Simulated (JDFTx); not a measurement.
An input for a modified build of JDFTx (Cs(211), linear PCM (GLSSA13), water, 1 M KF; bohr, hartree) and the course of its log:

```
lattice \
  10.2397839861 0.0000000000 0.0000000000 \
  0.0000000000 16.7214972181 0.0000000000 \
  0.0000000000 0.0000000000 44.7865091536
coords-type Lattice
ion Cs 0.7500000000 0.5000000000 -0.1616696820 0
ion Cs 0.0833333330 0.0000000000 -0.0538898940 0
ion Cs 0.4166666670 0.5000000000 0.0538898940 0
ion Cs 0.7500000000 0.0000000000 0.1616696820 0
ion-species pseudo/cs_pbe_v1.upf
elec-cutoff 20 100
elec-ex-corr gga-PBE
coulomb-interaction Slab 001
coulomb-truncation-embed 0 0 0
kpoint-folding 4 4 1
elec-smearing Fermi 0.01
elec-n-bands 28
electronic-scf nIterations 100 energyDiffThreshold 1e-08
fluid LinearPCM
pcm-variant GLSSA13
fluid-solvent H2O
fluid-cation K+ 1
fluid-anion F- 1
fluid-minimize nIterations 400 knormThreshold 1e-12
wavefunction read vac.wfns
elec-initial-eigenvals vac.eigenvals
dump-name f0.$VAR
dump End State Ecomponents EigStats BandEigs Forces ElecDensity IonicPositions Fillings Kpoints Dtot FluidDebug BoundCharge FluidDensity
```

```
[one cycle in 5 is shown, and the last three; fluid-solver lines are left out]
	FillingsUpdate:  mu: -0.056726844  nElectrons: 36.000000
SCF: Cycle:  0   F: -81.593383264690345   dF: -9.855e-03   |Residual|: 1.390e-02   |deigs|: 1.385e-03
	FillingsUpdate:  mu: -0.059723615  nElectrons: 36.000000
SCF: Cycle:  5   F: -81.597944067379899   dF: -1.501e-04   |Residual|: 1.281e-02   |deigs|: 3.399e-04
	FillingsUpdate:  mu: -0.053734449  nElectrons: 36.000000
SCF: Cycle: 10   F: -81.586819183205179   dF: +4.599e-03   |Residual|: 3.715e-02   |deigs|: 3.124e-03
	FillingsUpdate:  mu: -0.060038183  nElectrons: 36.000000
SCF: Cycle: 15   F: -81.602925876954615   dF: -1.075e-03   |Residual|: 7.012e-03   |deigs|: 1.049e-03
	FillingsUpdate:  mu: -0.056512367  nElectrons: 36.000000
SCF: Cycle: 20   F: -81.604690273840276   dF: +3.816e-04   |Residual|: 1.695e-02   |deigs|: 7.620e-04
	FillingsUpdate:  mu: -0.057163213  nElectrons: 36.000000
SCF: Cycle: 25   F: -81.595711979499256   dF: +5.525e-04   |Residual|: 7.806e-03   |deigs|: 5.018e-04
	FillingsUpdate:  mu: -0.056409968  nElectrons: 36.000000
SCF: Cycle: 30   F: -81.595823626087423   dF: +3.897e-03   |Residual|: 8.135e-03   |deigs|: 2.786e-03
	FillingsUpdate:  mu: -0.060623618  nElectrons: 36.000000
SCF: Cycle: 35   F: -81.603390682565802   dF: -2.400e-04   |Residual|: 6.772e-03   |deigs|: 6.619e-04
	FillingsUpdate:  mu: -0.056377494  nElectrons: 36.000000
SCF: Cycle: 40   F: -81.596663613300848   dF: -3.793e-03   |Residual|: 7.471e-03   |deigs|: 4.082e-03
	FillingsUpdate:  mu: -0.053537258  nElectrons: 36.000000
SCF: Cycle: 45   F: -81.604936402580122   dF: +1.518e-04   |Residual|: 1.371e-02   |deigs|: 3.354e-03
	FillingsUpdate:  mu: -0.059809620  nElectrons: 36.000000
SCF: Cycle: 50   F: -81.598143542373691   dF: +3.521e-03   |Residual|: 7.240e-03   |deigs|: 3.074e-03
	FillingsUpdate:  mu: -0.058997708  nElectrons: 36.000000
SCF: Cycle: 55   F: -81.601683711371962   dF: -1.068e-03   |Residual|: 6.293e-03   |deigs|: 8.455e-04
	FillingsUpdate:  mu: -0.064467267  nElectrons: 36.000000
SCF: Cycle: 60   F: -81.603769168079154   dF: +2.714e-03   |Residual|: 8.272e-03   |deigs|: 1.379e-02
	FillingsUpdate:  mu: -0.058964978  nElectrons: 36.000000
SCF: Cycle: 65   F: -81.598320455045211   dF: -6.490e-04   |Residual|: 7.315e-03   |deigs|: 1.039e-03
	FillingsUpdate:  mu: -0.054426735  nElectrons: 36.000000
SCF: Cycle: 70   F: -81.600168753795430   dF: +4.763e-03   |Residual|: 6.929e-03   |deigs|: 1.077e-02
	FillingsUpdate:  mu: -0.058408406  nElectrons: 36.000000
SCF: Cycle: 75   F: -81.602383474397215   dF: +3.006e-03   |Residual|: 7.015e-03   |deigs|: 2.494e-03
	FillingsUpdate:  mu: -0.056068088  nElectrons: 36.000000
SCF: Cycle: 80   F: -81.609660845388234   dF: +5.987e-04   |Residual|: 1.821e-02   |deigs|: 3.935e-03
	FillingsUpdate:  mu: -0.060425292  nElectrons: 36.000000
SCF: Cycle: 85   F: -81.607557079447517   dF: +4.775e-04   |Residual|: 7.169e-03   |deigs|: 1.285e-03
	FillingsUpdate:  mu: -0.059260213  nElectrons: 36.000000
SCF: Cycle: 90   F: -81.609432073273965   dF: -6.148e-05   |Residual|: 1.203e-02   |deigs|: 6.058e-05
	FillingsUpdate:  mu: -0.061973329  nElectrons: 36.000000
SCF: Cycle: 95   F: -81.607143623344925   dF: -4.025e-04   |Residual|: 6.683e-03   |deigs|: 1.170e-03
	FillingsUpdate:  mu: -0.064924836  nElectrons: 36.000000
SCF: Cycle: 97   F: -81.611133295641864   dF: -2.216e-03   |Residual|: 6.683e-03   |deigs|: 1.762e-03
	FillingsUpdate:  mu: -0.057868343  nElectrons: 36.000000
SCF: Cycle: 98   F: -81.604430510445653   dF: +6.703e-03   |Residual|: 6.906e-03   |deigs|: 7.612e-03
	FillingsUpdate:  mu: -0.062512052  nElectrons: 36.000000
SCF: Cycle: 99   F: -81.608481648438271   dF: -4.051e-03   |Residual|: 5.340e-03   |deigs|: 4.909e-03
SCF: None of the convergence criteria satisfied after 100 iterations.
IonicMinimize: Iter:   0  F: -81.608481648438271  |grad|_K:  0.000e+00
IonicMinimize: Converged (|grad|_K<1.000000e-04).
```

This run gave no converged result. The electronic loop ended without meeting its threshold, so the last energy, levels and forces aren't results.
